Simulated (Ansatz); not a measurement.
Ansatz run, Cs$_{2}$KMnF$_{6}$

input.yaml (Ansatz 0.2.0)

```yaml
crystal:
  lattice:
    - [0.0, 4.51226357, 4.51226357]
    - [4.51226357, 0.0, 4.51226357]
    - [4.51226357, 4.51226357, 0.0]
  atoms:
    - { symbol: Cs, position: [0.25, 0.25, 0.25] }
    - { symbol: Cs, position: [0.75, 0.75, 0.75] }
    - { symbol: K, position: [0.5, 0.5, 0.5] }
    - { symbol: F, position: [0.78, 0.22, 0.22] }
    - { symbol: F, position: [0.22, 0.78, 0.22] }
    - { symbol: F, position: [0.22, 0.78, 0.78] }
    - { symbol: F, position: [0.78, 0.22, 0.78] }
    - { symbol: F, position: [0.22, 0.22, 0.78] }
    - { symbol: F, position: [0.78, 0.78, 0.22] }
    - { symbol: Mn, position: [0.0, 0.0, 0.0] }
  symmetry: { tolerance: 0.0003 }
kpoints:
  mp_grid: { grid: [7, 7, 7], shift: [0, 0, 0] }
  band_path:
    path:
      - [0.375, 0.375, 0.75]
      - [0.0, 0.0, 0.0]
      - [0.5, 0.5, 0.5]
      - [0.5, 0.25, 0.75]
      - [0.5, 0.0, 0.5]
    npoints: 13
magnetization:
  spin_polarized: false
scf:
  occupations: { method: fermi_dirac }
  lower_state_search: "off"
  max_iter: 200
hamiltonian:
  pseudopotentials: { kind: paw }
  xc: r2scan
basis:
  ecutwfc: 500
  fft_grid_basis: typed
output:
  forces: true
  stress: true
  eigenvalues: true
  bader: true
  populations: true
  elf: true
  write_potential: true
  volumetric_format: npy
  dos:
    e_range: [-12, 8]
    de: 0.05
    projected: { site_lists: { Cs: [Cs], F: [F], K: [K], Mn: [Mn] } }
checkpoint:
  read: saved_state
```

The run starts from an earlier solution of this cell. 

Parts of the output:

```
Free energy (F): -21687.0684 eV
Harris-Foulkes:  -21687.0684 eV  (|F-HF|=1.69e-9)
Internal energy: -21686.6884 eV  (E = F + TS)
E sigma→0 (E₀):  -21686.8784 eV
Entropy (-TS):   -0.3800 eV (-38.000 meV/atom)
Fermi energy:    5.1500 eV
--- Per-component energies (eV) ---
  E_band       = -780.5996
  E_kinetic    = 2085.5616
  E_local      = -8272.7322  (includes V_loc(G=0)·N_el)
  E_nonlocal   = 750.0513
  E_hartree    = 3339.2116
  E_xc         = -1045.3767
  E_vxc        = -1321.5378  (∫ρ·V_xc dr)
  E_paw        = -13497.7465  (= ΣΔE_a)
  E_vpaw       = -787.0402  (= ΣTr[D̂ρ^β])
  E_aug_tail   = 0.0061  (compensation charges beyond the density's cutoff)
  E_vtau       = 86.6681  (kinetic-family band-sum trace: ∫τ·v_τ [+ j·A + Jᵃ·Aᵃ] dr)
  E_ewald      = -5045.0958
  E_core_change = -0.5678  (= ΣΔE_core)
  E_smearing   = -0.3800  (= −TS)
--- Stress (GPa, compression-positive) ---
       -4.2267       0.0000       0.0000
        0.0000      -4.2267       0.0000
        0.0000       0.0000      -4.2267
  P = ⅓ Tr σ = -4.2267 GPa (-42.267 kbar)
--- Löwdin populations: 10 sites ---
  site symbol       q [e]
     0     Cs      8.0736
     1     Cs      8.0736
     2      K      8.2035
     3      F      7.6350
     4      F      7.6350
     5      F      7.6350
     6      F      7.6350
     7      F      7.6350
     8      F      7.6350
     9     Mn     13.5453
  spilling = 0.0035 (of n_electrons = 84.0000)
--- Bader charges: 10 sites ---
  site symbol  charge [e]  shift [e]
     0     Cs      0.9239     0.0000
     1     Cs      0.9239     0.0000
     2      K      0.8893     0.0000
     3      F     -0.7652     0.0008
     4      F     -0.7652     0.0008
     5      F     -0.7652     0.0008
     6      F     -0.7652     0.0008
     7      F     -0.7652     0.0008
     8      F     -0.7652     0.0008
     9     Mn      1.8544     0.0050
```

Total energies depend on the potentials used, so only differences within one code and one set of settings carry meaning.

Origin: a known structure type with other elements, at an estimated volume, so it need not be a known compound. Caveats: no spin polarisation, so a magnetic state may lie lower.
